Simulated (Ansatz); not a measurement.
**How far is PAW off for O?**

```
O
1.0
     2.56100    0.01280    0.01280
    -1.26941    2.21149    0.00469
     0.03288    0.03288    6.57500
O
4
Cartesian
  0.0127 1.4839 1.0660
  1.3059 0.7674 4.3562
  0.0185 1.4897 2.2363
  1.3118 0.7733 5.5265
```

Atom numbers follow the list: O1, O2, O3, O4.

The cell comes from COD entry 9017498, which wasn't checked; take it as a given geometry. The listed cell was then made from it by scaling, straining or moving an atom.

Solid oxygen carries moments on its molecules; these runs leave spin out.

Levels of theory: DFT, PBEsol, PAW with Ansatz's default frozen-core files, scalar-relativistic (Ansatz 0.2.0); DFT, PBEsol, all-electron LAPW, scalar-relativistic (Ansatz 0.2.0).

For PAW: a Γ-centred 13×13×5 k mesh, Fermi–Dirac smearing of 0.03 eV, cutoff 420 eV, no spin polarisation; the PAW files were made with PBE, and the program remakes their frozen cores for this functional. LAPW targets a basis error of 1 meV/atom. The Ansatz runs share mesh, smearing and spin set-up. Plane-wave (PAW) pressures include the program's estimate of the Pulay term.

Stress and pressure are positive in compression.

The change that made this cell: equal xy, yz and zx engineering shear strains of +1 %.

```tsv
quantity	PAW	LAPW
pressure (GPa)	10.71	11.26
stress xx (GPa)	-5.09	-5.07
stress zz (GPa)	42.30	43.90
stress yz (GPa)	-0.74	-0.73
stress xz (GPa)	-0.74	-0.73
force on O1, z (eV/Å)	-2.589	-2.762
force on O2, z (eV/Å)	-2.590	-2.763
```

PAW's pressure differs from the LAPW value by -0.54 GPa.
